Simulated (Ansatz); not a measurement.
Start of a relaxation of SiB2:

```cif
data_structure
_symmetry_space_group_name_H-M 'P-6m2'
_symmetry_Int_Tables_number 187
_cell_length_a 2.8628
_cell_length_b 2.8628
_cell_length_c 4.3549
_cell_angle_alpha 90.000
_cell_angle_beta 90.000
_cell_angle_gamma 120.000
_cell_volume 30.91
loop_
_atom_site_label
_atom_site_type_symbol
_atom_site_symmetry_multiplicity
_atom_site_Wyckoff_symbol
_atom_site_fract_x
_atom_site_fract_y
_atom_site_fract_z
_atom_site_occupancy
Si1 Si 1 e 0.66667 0.33333 0.00000 1
B1 B 2 g 0.00000 0.00000 0.30755 1
```

Method: DFT PBE, scalar-relativistic, plane waves, PAW (Ansatz). Cutoff 420 eV, Gaussian smearing, Γ-centred meshes. Cell and atoms relax first on a coarse mesh and then on a finer one. In between, the cell is made exact in the group found at 0.06 Å. In metals the finer mesh still leaves noise of several meV/atom or more. The steps can't lower the symmetry of their start. No spin polarisation.

A guess keeps its type if space group and coordination stay and the shape of the cell changes little (axis ratios within about 15 %, angles within 6°); the volume may change.

Question: Does it keep its structure type, or change into something else?

Answer: It keeps its type. The symmetry stays P-6m2 (No. 187). The volume per atom stays near 10.3 Å³. The shortest distance goes from 1.68 Å (B–B) to 1.65 Å (B–B). The ratio c/a of the conventional cell changes by a factor of 1.06. Counting neighbours within 15 % of an atom's shortest distance, the start has B 1, Si 6 and the end B 1, Si 6.

Energies over the elements count from the elements' standard structures at the same level, with no fitted energy shifts.

Question: At what energy does it end?

Answer: +0.97 eV/atom. The separate elements lie lower, so it is unstable against them.

The last run used an 18×18×10 mesh (in the run's order of axes) for its 3-atom cell and Gaussian smearing of 0.10 eV. Symmetry constrained the relaxation, so the result can be a saddle point. Another cell of SiB2 relaxed alike, in P6_3/mmc, lies 0.47 eV/atom lower, so this cell isn't the stable form at this level.
